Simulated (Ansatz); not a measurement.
SrCdSiS4:
Space group Ama2 (No. 40); a = 10.4726 Å, b = 10.2901 Å, c = 6.4253 Å, α = 90.00°, β = 90.00°, γ = 90.00°

| atom | site | symmetry | x | y | z |
|---|---|---|---|---|---|
| Sr | 4a | ..2 | 0.0000 | 0.0000 | 0.0020 |
| Cd | 4b | m.. | 0.2500 | 0.3370 | 0.0599 |
| Si | 4b | m.. | 0.2500 | 0.2190 | 0.5104 |
| S | 8c | 1 | 0.0851 | 0.2275 | 0.3106 |
| S | 4b | m.. | 0.7500 | 0.1013 | 0.1866 |
| S | 4b | m.. | 0.2500 | 0.0683 | 0.7376 |
(The calculation used a cell of 14 atoms; values per cell refer to that cell.)

Relaxed with PBE.

Give the optical modes at the zone centre with their infrared activity from DFPT, PBE in the plane-wave PAW code Ansatz.

Transverse frequencies, without the LO–TO term; a row sums one degenerate level.

| ω (cm⁻¹) | degeneracy | IR ((D/Å)²/amu) | activity |
|---|---|---|---|
| 45 | 1 | 0.00 | IR-inactive |
| 46 | 1 | 0.00 | IR-inactive |
| 60 | 1 | 0.04 | IR |
| 60 | 1 | 0.18 | IR |
| 63 | 1 | 0.00 | IR-inactive |
| 68 | 1 | 0.48 | IR |
| 71 | 1 | 0.05 | IR |
| 89 | 1 | 2.15 | IR |
| 101 | 1 | 0.47 | IR |
| 111 | 1 | 7.89 | IR |
| 117 | 1 | 0.00 | IR-inactive |
| 119 | 1 | 4.66 | IR |
| 136 | 1 | 3.72 | IR |
| 152 | 1 | 2.24 | IR |
| 153 | 1 | 0.00 | IR-inactive |
| 161 | 1 | 0.51 | IR |
| 164 | 1 | 0.00 | IR-inactive |
| 166 | 1 | 3.71 | IR |
| 172 | 1 | 0.00 | IR-inactive |
| 194 | 1 | 0.00 | IR-inactive |
| 199 | 1 | 0.10 | IR |
| 208 | 1 | 3.33 | IR |
| 209 | 1 | 0.00 | IR-inactive |
| 233 | 1 | 0.00 | IR-inactive |
| 237 | 1 | 3.56 | IR |
| 238 | 1 | 0.12 | IR |
| 238 | 1 | 4.33 | IR |
| 257 | 1 | 0.74 | IR |
| 258 | 1 | 2.79 | IR |
| 309 | 1 | 1.66 | IR |
| 311 | 1 | 6.20 | IR |
| 376 | 1 | 0.14 | IR |
| 376 | 1 | 0.54 | IR |
| 467 | 1 | 11.35 | IR |
| 470 | 1 | 13.01 | IR |
| 484 | 1 | 16.43 | IR |
| 506 | 1 | 0.00 | IR-inactive |
| 516 | 1 | 18.11 | IR |
| 519 | 1 | 11.49 | IR |

How high does the top mode go among those that the LO–TO term moves?

508 cm⁻¹ for q along x, 539 cm⁻¹ for q along y, 542 cm⁻¹ for q along z.

The workflow started from an entry of the Crystallography Open Database (COD, 293 K). Its standing as an ambient phase is unchecked. Symmetry was held in the PBE relaxation; phonons on a q-mesh show no instability.

Potentials: the later of the program's two PAW sets.
